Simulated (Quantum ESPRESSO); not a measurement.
```
CELL_PARAMETERS angstrom
      0.00000     3.04145     3.04145
      3.04145     0.00000     3.04145
      3.04145     3.04145     0.00000
ATOMIC_POSITIONS crystal
  Se 0.25000 0.25000 0.25000
  Cd 0.00000 0.00000 0.00000
```

Cell and atoms were relaxed with PBEsol from Materials Project entry mp-2691, within its symmetry.

What does PBE (pw.x of Quantum ESPRESSO, ONCV potentials, without SOC) give for the electronic structure near the Fermi level?

The PBE gap is direct, 0.61 eV at Γ. Spin-orbit splittings are left out.
